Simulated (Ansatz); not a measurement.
A crystal relaxed with r2SCAN in Ansatz has space group I-4m2 (No. 119) and a = 3.614 Å, c = 16.428 Å.

```json
{"atom": "B", "site": "4e", "x": "0.5000", "y": "0.5000", "z": "0.3209"}
{"atom": "As", "site": "2d", "x": "0.5000", "y": "0.0000", "z": "0.2500"}
{"atom": "As", "site": "4f", "x": "0.0000", "y": "0.5000", "z": "0.1103"}
{"atom": "Xx", "site": "2b", "x": "0.5000", "y": "0.5000", "z": "0.0000"}
```

r2SCAN gives a direct gap of 0.28 eV at Γ. The lowest empty level at M lies only 17 meV higher, so the place of the conduction bottom isn't settled. HSE06 gives a direct gap of 0.67 eV at Γ. The lowest empty level at M lies only 10 meV higher, so the place of the conduction bottom isn't settled. With PBE the gap is 0.04 eV and direct, at Γ. (This is within a few times the smearing of 0.02 eV, so the filling near the edges can be smeared.) The lowest empty level at M lies only 16 meV higher, so the place of the conduction bottom isn't settled. Meshes: r2SCAN 10×10×10, HSE06 6×6×6, PBE 10×10×10.

Q: Which element is Xx?
A. In
B. Al
C. Tl
D. Ga

A: A. Xx is In: InB2As3, ordered on the zincblende lattice (I-4m2) with 6 atoms a cell. B has 4 As at 2.13–2.15 Å; As has 4 B at 2.15 Å; As has 2 B at 2.13 Å and 2 In at 2.56 Å; In has 4 As at 2.56 Å.

The cell comes from a prototype generator: it can be a known phase or a hypothetical one. Spin polarisation is off.

Spin-orbit coupling is left out, which matters wherever the heavy atoms make up the band edges.

Gaps or overlaps of about a tenth of an eV are at the limit of these meshes: between the points read a gap can be smaller or closed.
